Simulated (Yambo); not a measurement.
Absorption of a free-standing HfS2 monolayer (symmetry P-3m1, slab cell 15.9 Å high) with and without the electron-hole interaction (Yambo, PBE bands; 18×18×1 mesh, 6 valence and 4 conduction bands, static screening with 46 bands and a 3 Ry block, scissor 1.72 eV, Tamm-Dancoff, stochastic integration of W near q = 0; field along x).

| E (eV) | Im α, BSE (Å) | Im α, independent quasiparticles (Å) |
|---|---|---|
| 2.05 | 0.27 | 0.07 |
| 2.15 | 0.32 | 0.08 |
| 2.25 | 0.38 | 0.09 |
| 2.35 | 0.48 | 0.10 |
| 2.45 | 0.62 | 0.11 |
| 2.55 | 0.83 | 0.12 |
| 2.65 | 1.17 | 0.13 |
| 2.75 | 1.79 | 0.15 |
| 2.85 | 3.10 | 0.17 |
| 2.95 | 6.48 | 0.19 |
| 3.05 | 15.4 | 0.23 |
| 3.15 | 20.3 | 0.27 |
| 3.25 | 15.2 | 0.33 |
| 3.35 | 8.61 | 0.41 |
| 3.45 | 6.54 | 0.53 |
| 3.55 | 4.09 | 0.72 |
| 3.65 | 2.57 | 1.09 |
| 3.75 | 2.10 | 1.90 |
| 3.85 | 1.84 | 3.22 |
| 3.95 | 1.51 | 5.41 |
| 4.05 | 1.19 | 8.26 |
| 4.15 | 1.06 | 9.79 |
| 4.25 | 0.96 | 11.1 |
| 4.35 | 1.00 | 10.3 |
| 4.45 | 1.08 | 10.0 |
| 4.55 | 1.04 | 8.48 |
| 4.65 | 1.08 | 4.75 |
| 4.75 | 1.44 | 3.14 |
| 4.85 | 1.87 | 2.66 |
| 4.95 | 1.84 | 2.54 |
| 5.05 | 1.87 | 3.17 |
| 5.15 | 1.81 | 3.22 |
| 5.25 | 2.08 | 1.99 |
| 5.35 | 2.65 | 1.48 |
| 5.45 | 2.49 | 1.43 |
| 5.55 | 2.34 | 1.30 |
| 5.65 | 2.52 | 1.32 |
| 5.75 | 3.08 | 1.38 |
| 5.85 | 3.34 | 1.57 |
| 5.95 | 3.50 | 1.64 |
| 6.05 | 3.67 | 1.53 |
| 6.15 | 4.23 | 1.54 |
| 6.25 | 6.17 | 1.72 |
| 6.35 | 5.86 | 2.13 |
| 6.45 | 4.32 | 2.36 |
| 6.55 | 3.30 | 1.91 |
| 6.65 | 3.32 | 1.58 |
| 6.75 | 2.91 | 1.71 |
| 6.85 | 2.72 | 2.29 |
| 6.95 | 2.75 | 2.87 |
| 7.05 | 2.49 | 3.56 |
| 7.15 | 2.65 | 5.40 |
| 7.25 | 3.09 | 5.39 |
| 7.35 | 2.73 | 4.52 |

The scissor comes from a G0W0 run whose convergence isn't established. Broadening 0.1 eV. The band window holds all transitions up to 7.4 eV. Fine structure above the onset can come from the mesh.

Without spin-orbit coupling, band edges of such heavy elements can be off by tenths of an eV.

Geometry relaxed with PBE+D3(BJ); primitive cell a = b = 3.621 Å, c = 15.900 Å, α = β = 90.00°, γ = 120.00°.
